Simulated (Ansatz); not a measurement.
A plane-wave DFT run in Ansatz 0.2.0 (scalar-relativistic PAW potentials unless the input names others): input and command.

```yaml
crystal:
  lattice:
    - [0.0, 2.8016907859, 2.8016907859]
    - [2.8016907859, 0.0, 2.8016907859]
    - [2.8016907859, 2.8016907859, 0.0]
  atoms:
    - { symbol: Ga, position: [0.0, 0.0, 0.0] }
    - { symbol: As, position: [0.75, 0.75, 0.75] }
basis:
  ecutwfc: 420
kpoints:
  mp_grid: { grid: [12, 12, 12] }
  KSPACING: 400
hamiltonian:
  xc: lda
scf:
  occupations: { method: gaussian, width: 0.02 }
  max_iter: 80
output:
  forces: true
  eigenvalues: true
  stress: true
```

```bash
ansatz run input.yaml --threads 4 --pin off --max-ram 8192MiB --backend cpu --events-out ev --progress --plain --runs-dir out
```

**Question.** What will the program do with this input?

**Answer.** The program refuses it, because of a keyword of another program (kpoints.KSPACING: not typed → 400). Without that key it is accepted.

Abridged log:
```
Error: YAML parse error: error: line 13 column 3: unknown field `KSPACING`, expected one of mp_grid, list, band_path, initial_grid, further_shifts
  --> <input>:13:3
   |
11 | kpoints:
12 |   mp_grid: { grid: [12, 12, 12] }
13 |   KSPACING: 400
   |   ^ unknown field `KSPACING`, expected one of mp_grid, list, band_path, initial_grid, further_shifts
14 | hamiltonian:
15 |   xc: lda
   |
```